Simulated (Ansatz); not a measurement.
**One input, then a changed one: Ge (diamond type)**

First run: DFT, PBEsol, PAW with Ansatz's default frozen-core files, scalar-relativistic (Ansatz 0.2.0).

Command: `ansatz run input.yaml --threads 2 --pin off --max-ram 4096MiB --backend cpu --events-out ev --progress --plain --runs-dir out` It took 1.9 s on 2 threads of Intel(R) Xeon(R) 6975P-C (Granite Rapids), on a shared host, peak memory 0.48 GiB.

```yaml
crystal:
  lattice:
    - [0.0, 2.8378036876, -2.8378036876]
    - [-2.8378036876, 0.0, 2.8378036876]
    - [5.6756073753, 5.6756073753, 5.6756073753]
  atoms:
    - { symbol: Ge, position: [0.333333333, 0.666666667, 0.208333333] }
    - { symbol: Ge, position: [0.666666667, 0.333333333, 0.541666667] }
    - { symbol: Ge, position: [0.0, 0.0, 0.875] }
    - { symbol: Ge, position: [0.0, 0.0, 0.125] }
    - { symbol: Ge, position: [0.333333333, 0.666666667, 0.458333333] }
    - { symbol: Ge, position: [0.666666667, 0.333333333, 0.791666667] }
kpoints:
  mp_grid: { grid: [7, 7, 3] }
scf:
  occupations: { method: fermi_dirac, width: 0.02 }
hamiltonian:
  xc: pbesol
  pseudopotentials: { kind: paw }
output:
  forces: true
  stress: true
  eigenvalues: true
```

The base cell comes from a relaxation on PAW files under the same functional.

This run: bulk in the slab's orientation.

It converges in 6 SCF iterations at a pressure of 0.05 GPa, largest force 0.011 eV/Å, cutoff 420 eV.

The input is then changed:

```diff
   occupations: { method: fermi_dirac, width: 0.02 }
+  max_iter: 60
 hamiltonian:
   eigenvalues: true
+magnetization:
+  spin_polarized: true
+  initial_magnetization: 1
```

Does this change harm the result?

Not here: the run converges in 14 SCF iterations at a pressure of 0.05 GPa, largest force 0.011 eV/Å, cell moment 0.00 μB, cutoff 420 eV, and its energy lies within 1 meV/atom of the first run's.
